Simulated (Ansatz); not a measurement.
The relaxed structure here is a generated cell of Si2Mo: the first start was made by placing the elements on the sites of a structure type, and the end was not matched to a known phase here, so it may be hypothetical. Known forms of Si2Mo include space group No. 139.

One starting cell of Si₂Mo (a generated cell, Si2Mo placed in the AFLOW prototype A2B_hP9_150_ef_bd (C22, as in Fe2P)) was relaxed twice with Ansatz (plane waves, PAW, scalar-relativistic): with PBEsol at 420 eV and with PBE at 420 eV. The PBEsol result:

Space group P-62m (No. 189); a = b = 6.8772 Å, c = 3.1591 Å, α = β = 90.00°, γ = 120.00°

```
atom  site  symmetry       x       y       z
----  ----  --------  ------  ------  ------
Si      3f       m2m  0.0000  0.2756  0.0000
Si      3g       m2m  0.3739  0.3739  0.5000
Mo      1b      -62m  0.0000  0.0000  0.5000
Mo      2c      -6..  0.3333  0.6667  0.0000
```

```csv
quantity,PBEsol,PBE
space group,P-62m,P-62m
volume (Å³/atom),14.38,[?]
a (Å),6.877,[?]
c (Å),3.159,[?]
"gap (eV, no spin-orbit coupling)",0.00,[?]
```

What does PBE give for the same quantities?


- volume (Å³/atom), PBE: 14.77
- a (Å), PBE: 6.922
- c (Å), PBE: 3.203
- gap (eV, no spin-orbit coupling), PBE: 0.00

Both levels end in the same structure; PBE's volume is 2.7 % larger. Neither column is exact.

No spin polarisation in the result.

The run could not lose the symmetry of its start, so the end can be a saddle point.

Ansatz is an electronic-structure program.
